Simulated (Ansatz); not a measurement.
BaTaO3:
```xyz
5
Lattice="4.0910 0.0000 0.0000 0.0000 4.0910 0.0000 0.0000 0.0000 4.0910" Properties=species:S:1:pos:R:3 pbc="T T T"
Ta     2.0455     2.0455     2.0455
Ba     0.0000     0.0000     0.0000
O      0.0000     2.0455     2.0455
O      2.0455     0.0000     2.0455
O      2.0455     2.0455     0.0000
```

Relaxed with r²SCAN. Special points in fractions of this cell's reciprocal vectors: Γ (0.000, 0.000, 0.000); X (0.000, 0.500, 0.000); M (0.500, 0.500, 0.000); R (0.500, 0.500, 0.500).

### Question
List the band energies nearest the Fermi level at these points for r²SCAN with spin–orbit coupling (plane waves, PAW; program Ansatz).

### Answer
In eV from the Fermi level; about four levels below and three above (degenerate sets whole), none deeper than 8.9 eV; points with the same levels are listed once.

```json
[
 {"k": "Γ", "below": "-1.25 -1.25 -1.25 -1.25 -0.89 -0.89", "above": "1.25 1.25 1.25 1.25"},
 {"k": "X", "below": "-5.00 -5.00 -0.84 -0.84", "above": "1.45 1.45 1.74 1.74"},
 {"k": "M", "below": "-5.27 -5.27 -4.50 -4.50", "above": "1.47 1.47 1.71 1.71"},
 {"k": "R", "below": "-4.44 -4.44 -4.44 -4.44", "above": "2.75 2.75 2.79 2.79 2.79 2.79"}
]
```

Space group Pm-3m (cubic perovskite). The start of the workflow was typed in or built on a structure type; the Crystallography Open Database copy checked does not list it. Its standing as an ambient phase is unchecked. Symmetry was held in the r²SCAN relaxation; whether a distortion lowers the energy is not shown. No spin polarisation was allowed. The volume moved by -17 % from the start of the relaxation. With an odd number of electrons in the cell and no spin polarisation, the count alone makes it a metal.

Potentials: the earlier of the program's two PAW sets.
